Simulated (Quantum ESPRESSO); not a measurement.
**Band energies of ZnSe**

```
CELL_PARAMETERS angstrom
      0.00000     2.78358     2.78358
      2.78358     0.00000     2.78358
      2.78358     2.78358     0.00000
ATOMIC_POSITIONS crystal
  Zn 0.00000 0.00000 0.00000
  Se 0.25000 0.25000 0.25000
```

norm-conserving LDA (Quantum ESPRESSO, 86 Ry, scalar-relativistic); path ΓXWKΓLUWLK,UX; energies in eV from the valence-band maximum.

| k (1/Å) | point | band 14 | band 15 | band 16 | band 17 | band 18 | band 19 | band 20 | band 21 |
|---|---|---|---|---|---|---|---|---|---|
| 0.00 | Γ | -6.44 | -6.44 | 0.00 | 0.00 | 0.00 | 1.25 | 5.70 | 5.70 |
| 0.56 |  | -6.47 | -6.41 | -3.04 | -1.38 | -1.38 | 3.74 | 4.01 | 8.07 |
| 1.13 | X | -6.39 | -6.24 | -5.06 | -2.40 | -2.40 | 2.70 | 3.32 | 10.90 |
| 1.69 | W | -6.48 | -6.10 | -5.01 | -3.02 | -2.95 | 5.35 | 5.69 | 6.94 |
| 1.83 |  | -6.45 | -6.11 | -5.02 | -3.21 | -2.62 | 4.69 | 5.66 | 7.41 |
| 2.09 | K | -6.42 | -6.14 | -5.05 | -3.39 | -1.97 | 3.39 | 5.60 | 9.06 |
| 2.39 |  | -6.45 | -6.34 | -4.71 | -3.13 | -1.26 | 4.04 | 6.39 | 7.36 |
| 2.99 |  | -6.45 | -6.44 | -1.71 | -0.59 | -0.12 | 2.65 | 5.44 | 5.95 |
| 3.29 | Γ | -6.44 | -6.44 | 0.00 | 0.00 | 0.00 | 1.25 | 5.70 | 5.70 |
| 3.51 |  | -6.44 | -6.44 | -1.21 | -0.14 | -0.14 | 2.16 | 5.64 | 5.93 |
| 4.16 |  | -6.42 | -6.38 | -5.42 | -0.93 | -0.93 | 2.47 | 6.31 | 6.31 |
| 4.27 | L | -6.42 | -6.26 | -5.64 | -0.95 | -0.95 | 2.45 | 6.29 | 6.29 |
| 4.66 |  | -6.43 | -6.21 | -5.27 | -2.69 | -1.47 | 3.77 | 5.86 | 7.66 |
| 4.96 | U | -6.42 | -6.14 | -5.05 | -3.39 | -1.97 | 3.39 | 5.60 | 9.06 |
| 5.26 |  | -6.46 | -6.11 | -5.02 | -3.16 | -2.73 | 4.94 | 5.66 | 7.22 |
| 5.36 | W | -6.48 | -6.10 | -5.01 | -3.02 | -2.95 | 5.35 | 5.69 | 6.94 |
| 5.76 |  | -6.43 | -6.21 | -5.26 | -2.64 | -1.62 | 4.24 | 5.37 | 7.44 |
| 6.15 | L | -6.42 | -6.26 | -5.64 | -0.95 | -0.95 | 2.45 | 6.29 | 6.29 |
| 6.33 |  | -6.42 | -6.25 | -5.56 | -1.47 | -1.07 | 2.99 | 5.92 | 6.58 |
| 6.76 |  | -6.42 | -6.15 | -5.05 | -3.39 | -1.85 | 3.51 | 5.98 | 8.57 |
| 6.85 | K | -6.42 | -6.14 | -5.05 | -3.39 | -1.97 | 3.39 | 5.60 | 9.06 |
| 6.85 | U | -6.42 | -6.14 | -5.05 | -3.39 | -1.97 | 3.39 | 5.60 | 9.06 |
| 7.24 | X | -6.39 | -6.24 | -5.06 | -2.40 | -2.40 | 2.70 | 3.32 | 10.90 |

The LDA gap is direct, 1.25 eV at Γ.

Spin-orbit splittings are left out.

Geometry relaxed with LDA.
